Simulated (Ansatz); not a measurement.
Data:

TaAs:
```
CELL_PARAMETERS angstrom
      5.66229     0.00000     0.00000
     -2.83114     4.90368     0.00000
      0.00000     0.00000     4.26244
ATOMIC_POSITIONS crystal
  Ta 0.50000 0.00000 0.00000
  Ta 0.50000 0.50000 0.00000
  Ta 0.00000 0.50000 0.00000
  As 0.00000 0.00000 0.00000
  As 0.33333 0.66667 0.50000
  As 0.66667 0.33333 0.50000
```

This is the PBE-relaxed structure.

### Question
All from the program Ansatz at the PBE level (PAW), unless another level is named. Give the electronic character.

### Answer
metallic (no gap).

### Question
Give the density of states at the Fermi level.

### Answer
0.46 states/eV per atom (mean over ±0.08 eV).

### Question
Predict the formation energy from the elements (no fitted shifts).

### Answer
-0.14 eV/atom.

Space group P6/mmm. The cell is a constructed one: a structure type filled with these elements; neither database checked (COD, Materials Project) lists it. It is not the phase usual at ambient conditions (space group No. 109). The cell was relaxed with PBE under the symmetry of its start; whether a distortion lowers the energy is not shown. No spin polarisation was allowed. The references are the lowest solids computed at this level, not always the standard phases. Spin–orbit coupling is left out wherever it is not named.

Potentials: the later of the program's two PAW sets.
